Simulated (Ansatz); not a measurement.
One crystal and one scan (scan of one atom of the cell) at two levels, PBE (plane waves to 420 eV, PAW, scalar-relativistic; Ansatz, a quantum-chemistry and plane-wave program) and r2SCAN (plane waves to 500 eV, PAW, scalar-relativistic; Ansatz), each from its own relaxed cell and on its own mesh.

The crystal is CoSn (CoSn type, space group P6/mmm); one Co atom of a 6-atom cell moves by s along Cartesian z, with its periodic images.

Energies are smeared free energies. CoSn is run without spin polarisation. CoSn was relaxed with its symmetry unable to fall. With partly filled bands, energies and forces of such displacements shift with the k mesh and the smearing. Both scans cover s from -0.260 to 0.260 Å.

| quantity | run 1 | run 2 |
|---|---|---|
| Lattice constant a (Å) | 5.294 | 5.242 |
| Lattice constant c (Å) | 4.235 | 4.188 |
| Relaxed volume (Å³/atom) | 17.13 | 16.61 |
| Energy at s = 0.260 Å (meV/cell) | 240 | 276 |
| Force along the line at s = -0.260 Å (eV/Å) | 2.040 | 2.324 |
| Force constant k = d²E/ds² at s = 0 (finite differences) (eV/Å²) | 6.33 | 7.34 |

Question: Which run is which level?

Answer: Run 1 is PBE, run 2 is r2SCAN. PBE gives the higher value for: lattice constant a; lattice constant c; relaxed volume. PBE gives the lower value for: energy at s = 0.260 Å; force along the line at s = -0.260 Å; force constant k = d²E/ds² at s = 0. Both give the same symmetry of the curve: even: the same for both signs. Neither level is exact: the differences show how much the result hangs on the functional.

(For displaced atoms, the force is minus the slope of the energy, and its curvature is a force constant, which sets phonon frequencies.)
